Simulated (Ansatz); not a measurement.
Values for one crystal, relaxed and computed with PBEsol in the plane-wave PAW code Ansatz; other levels are named.

- Volume per atom = 40.76 Å³
- Electronic character = metallic (no gap)
- Mechanical stability = stable (all eigenvalues of C positive)
- Bulk modulus (Birch–Murnaghan fit) = 18.1 GPa
- Poisson's ratio = 0.29
- Highest zone-centre frequency = 155 cm⁻¹
- Pressure derivative B′ = 3.3

Q: Which of these materials gives this?
A. Be, hcp (Mg type)
B. Os, hcp (Mg type)
C. Sn, hcp (Mg type)
D. Ca, hcp (Mg type)

A: D, Ca, hcp (Mg type)

Space group P6_3/mmc (hcp (Mg type)). The workflow started from an entry of the Crystallography Open Database (COD, 723 K), which files this formula under 3 space groups. It is not the phase usual at ambient conditions (space group No. 225). The cell was relaxed with PBEsol under the symmetry of its start; its stability against distortions is not shown here. As this level gives no gap, phonon frequencies hold no LO–TO term and depend on the k-mesh and smearing (Fermi–Dirac, 0.1 eV here).

Potentials: the earlier of the program's two PAW sets. The files were generated under PBE; for other functionals the program regenerates the frozen cores, and for LDA and PBEsol the local potential too.
